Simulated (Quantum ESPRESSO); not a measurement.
pw.x input (Quantum ESPRESSO 7.5; PBEsol, PseudoDojo standard norm-conserving files, scalar-relativistic):

```
&CONTROL
  calculation = 'scf'
  pseudo_dir = './pseudo'
  outdir = './out'
  tprnfor = .true.
  tstress = .true.
/
&SYSTEM
  ibrav = 0
  nat = 2
  ntyp = 2
  ecutwfc = 68.0
  ecutrho = 272.0
  occupations = 'smearing'
  smearing = 'fd'
  degauss = 0.002
  nbnd = 12
/
&ELECTRONS
  conv_thr = 2e-10
/
ATOMIC_SPECIES
S 32.0600 S.upf
Ca 40.0780 Ca.upf
CELL_PARAMETERS angstrom
  0.000000000000   2.815663598000   2.815663598000
  2.815663598000   0.000000000000   2.815663598000
  2.815663598000   2.815663598000   0.000000000000
ATOMIC_POSITIONS crystal
S   0.500000000000   0.500000000000   0.500000000000
Ca   0.000000000000   0.000000000000   0.000000000000
K_POINTS automatic
8 8 8 0 0 0
```

End of the output:

```
     total energy              =     -99.64462964 Ry
     estimated scf accuracy    <       0.00000016 Ry
     total energy              =     -99.64462966 Ry
     estimated scf accuracy    <       0.00000001 Ry
     total energy              =     -99.64462966 Ry
     estimated scf accuracy    <          2.1E-10 Ry
[...]
     the Fermi energy is     7.7093 ev
!    total energy              =     -99.64462966 Ry
     estimated scf accuracy    <          2.0E-10 Ry
     smearing contrib. (-TS)   =      -0.00000000 Ry
     internal energy E=F+TS    =     -99.64462966 Ry
     The total energy is F=E-TS. E is the sum of the following terms:
     one-electron contribution =     -26.26187345 Ry
     hartree contribution      =      18.47135739 Ry
     xc contribution           =     -20.97149241 Ry
     ewald contribution        =     -70.88262119 Ry
     convergence has been achieved in   9 iterations
     Forces acting on atoms (cartesian axes, Ry/au):
     atom    1 type  1   force =     0.00000000    0.00000000    0.00000000
     atom    2 type  2   force =    -0.00000000    0.00000000    0.00000000
     Total force =     0.000000     Total SCF correction =     0.000000
     Computing stress (Cartesian axis) and pressure
          total   stress  (Ry/bohr**3)                   (kbar)     P=       -0.17
  -0.00000113   0.00000000   0.00000000           -0.17        0.00        0.00
   0.00000000  -0.00000113   0.00000000            0.00       -0.17        0.00
   0.00000000   0.00000000  -0.00000113            0.00        0.00       -0.17
```
In a gapped system the printed Fermi energy is only some level inside the gap.

Geometry relaxed with PBEsol.
